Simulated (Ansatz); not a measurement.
A distorted cell of SrTiO₃ (cubic perovskite):

```
SrTiO3
1.0
    3.93649     0.00000     0.00000
    0.00000     3.93649     0.00000
    0.00000     0.00000     3.93649
Sr Ti O
1 1 3
Direct
  0.04928   0.04928   0.04928
  0.50000   0.50000   0.50000
  0.00000   0.50000   0.50000
  0.50000   0.50000   0.00000
  0.50000   0.00000   0.50000
```

The numbers are results of PBE (plane waves to 420 eV, PAW, scalar-relativistic; Ansatz, a quantum-chemistry and plane-wave program), not measurements. k mesh 7×7×7 (Γ-centred), Fermi-Dirac smearing 0.05 eV. Energies are smeared free energies. Stress and pressure are positive under compression. SrTiO3 is run without spin polarisation. SrTiO3 was relaxed with its symmetry unable to fall. The PAW data are Ansatz's earlier set.

Task: What forces act on the atoms (eV/Å, Cartesian)?

Result: 
| atom | Fx | Fy | Fz |
|---|---|---|---|
| Sr1 | -0.874 | -0.874 | -0.874 |
| Ti2 | 0.603 | 0.603 | 0.603 |
| O3 | 0.230 | 0.020 | 0.020 |
| O4 | 0.020 | 0.020 | 0.230 |
| O5 | 0.020 | 0.230 | 0.020 |

Task: What is the stress tensor (GPa)?

Result: 
```
    2.7      1.8      1.8
    1.8      2.7      1.8
    1.8      1.8      2.7
```
The pressure, a third of the trace, is 2.7 GPa.

Task: In it atom 1 sits (0.194, 0.194, 0.194) Å away from its relaxed site. What is its energy relative to the relaxed cell?

Result: 219 meV/cell.

(For displaced atoms, the force is minus the slope of the energy, and its curvature is a force constant, which sets phonon frequencies.)
